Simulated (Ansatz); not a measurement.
The elements of this relaxed trial crystal are hidden behind letters.

```
lattice vectors (Å)
   3.7207    0.0000    0.0000
  -1.8604    3.2222    0.0000
   0.0000    0.0000    9.7443
fractional positions
X 0.0000 0.0000 0.0000
Z 0.0000 0.0000 0.6592
Z 0.0000 0.0000 0.3408
Q 0.3333 0.6667 0.0000
Q 0.6667 0.3333 0.0000
```

Method: Ansatz, DFT PBE, scalar-relativistic, plane waves, PAW. Settings of the last relaxation (5-atom cell): 420 eV, 12×12×4 k points, Gaussian smearing of 0.10 eV, no spin polarisation.

- Space group: P6/mmm (No. 191)
- Conventional cell: a = 3.721 Å, c = 9.744 Å
- Volume per atom: 23.37 Å³
- Density: 8.93 g/cm³
- Energy over the elements: −1.07 eV/atom
- Gap on the 12×12×4 mesh of the 5-atom cell: 0 eV (a metal)

Energies are uncorrected and count from the elements' standard states at the same level.

Question: X is a d-block element of period 6, Z is a p-block element of period 6 and Q is a p-block element of period 2. Which elements are they?

Answer: X = Hf, Z = Bi, Q = O, so the formula is HfBi2O2. Density times volume gives a mean mass of 8.93 × 23.37/1.6605 = 125.7 u per atom, and this set has 125.7 u. Hf has 6 O at 2.15 Å and 2 Bi at 3.32 Å; Bi has 1 Bi at 3.10 Å, 1 Hf at 3.32 Å, 6 Bi at 3.72 Å and 6 O at 3.95 Å; around O lie 3 Hf at 2.15 Å, 3 O at 2.15 Å, 6 O at 3.72 Å and 6 Bi at 3.95 Å. Other sets within the hints have nearly the same mass, so mass alone doesn't settle it; this one was computed.

Spin–orbit coupling, which can matter for Bi and Hf, is left out. A structure relaxed within its symmetry needn't be a true minimum. Another cell of HfBi2O2 relaxed alike, in P-6m2, lies 0.44 eV/atom lower, so this cell isn't the stable form at this level.
